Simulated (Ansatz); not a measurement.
Ge in space group Ia-3 (No. 206; Ge on 16c) under volume change, r²SCAN in the plane-wave PAW code Ansatz, shape and atoms relaxed at each volume.

```csv
V (Å³/atom),E − E(relaxed) (meV/atom),P (GPa)
19.235,42.3,7.71
19.870,17.8,4.76
20.504,4.2,2.18
21.138,0.0,0.00
21.772,[?],[?]
22.406,14.2,-3.40
23.040,[?],[?]
```

**Question.** Some entries are withheld; supply them.

**Answer.** 
- 23.040, E − E(relaxed) (meV/atom): 30.3
- 23.040, P (GPa): -4.71
- 21.772, E − E(relaxed) (meV/atom): 3.8
- 21.772, P (GPa): -1.84

**Question.** What does a third-order Birch–Murnaghan fit give for V₀, B₀ and B′?

**Answer.** V₀ = 21.14 Å³/atom, B₀ = 66.4 GPa, B′ = 4.4.

The first step of the workflow began from a Materials Project structure, measured or hypothetical; the Crystallography Open Database copy checked does not list it. It is not the phase usual at ambient conditions (space group No. 227). The cell was relaxed with r²SCAN under the symmetry of its start; whether a distortion lowers the energy is not shown.

Potentials: the later of the program's two PAW sets.
